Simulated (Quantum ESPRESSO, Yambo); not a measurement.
PdCl₂ monolayer: DFT and GW levels

```
PdCl2
1.0
    6.36699     0.00000     0.00000
    0.00000     3.96067     0.00000
    0.00000     0.00000    15.70000
Cl Pd
4 2
Cartesian
  1.61351   3.00506   1.32006
  4.79700   2.93595   1.32006
  4.75348   0.95561  -1.32006
  1.56999   1.02472  -1.32006
  0.00000   0.00000   0.00000
  3.18349   1.98034   0.00000
```

The layer was cut from Materials Project entry mp-1018891 and relaxed with PBEsol in a cell 15.7 Å high, with the Coulomb interaction truncated along z.

Starting point: PBEsol (Quantum ESPRESSO, PseudoDojo norm-conserving, 82 Ry, scalar-relativistic). G0W0 in Yambo: 4×4×1 Γ-centred k mesh, bands 9 to 160 and a 5 Ry block in the screening, 160 bands in G with the Bruneval-Gonze terminator, plasmon pole fitted at 27.2 eV, slab-truncated Coulomb interaction, stochastic integration of W near q = 0.

- PBEsol gap along the band path: 0.95 eV
- PBEsol gap between the mesh's edge points (Γ → (-0.5, 0)): 0.95 eV
- G0W0 gap between the same points: 2.90 eV
- PBEsol smallest direct gap on the mesh (at (0.25, 0)): 1.23 eV
- G0W0 direct gap at that point: 3.16 eV

| k point | band | E PBEsol (eV) | E QP (eV) | shift (eV) | Z |
|---|---|---|---|---|---|
| Γ | VB | 0.00 | -0.74 | -0.74 | 0.76 |
| Γ | CB | 1.34 | 2.55 | 1.20 | 0.76 |
| (0, -0.5) | VB | -0.47 | -1.13 | -0.65 | 0.75 |
| (0, -0.5) | CB | 1.62 | 2.85 | 1.23 | 0.76 |
| (0.25, 0) | VB | -0.12 | -0.86 | -0.74 | 0.76 |
| (0.25, 0) | CB | 1.11 | 2.30 | 1.19 | 0.77 |
| (-0.5, 0) | VB | -0.47 | -1.23 | -0.76 | 0.76 |
| (-0.5, 0) | CB | 0.95 | 2.16 | 1.21 | 0.77 |
| (-0.5, -0.5) | VB | -0.16 | -0.90 | -0.74 | 0.76 |
| (-0.5, -0.5) | CB | 1.49 | 2.68 | 1.19 | 0.76 |

Energies count from the PBEsol valence-band maximum.

Nearest settings tried, and what they do to the gap: 70 bands in W, 70 bands in G: +21 meV; 83 bands in W: +12 meV; 2 Ry block (143 vectors against 497): +282 meV; 2×4×1 mesh: -19 meV. Not varied: cell height. So the settings aren't converged at that level.

Spin-orbit splittings are left out.

This is a model layer cut from the bulk structure; whether it is stable on its own was not checked.
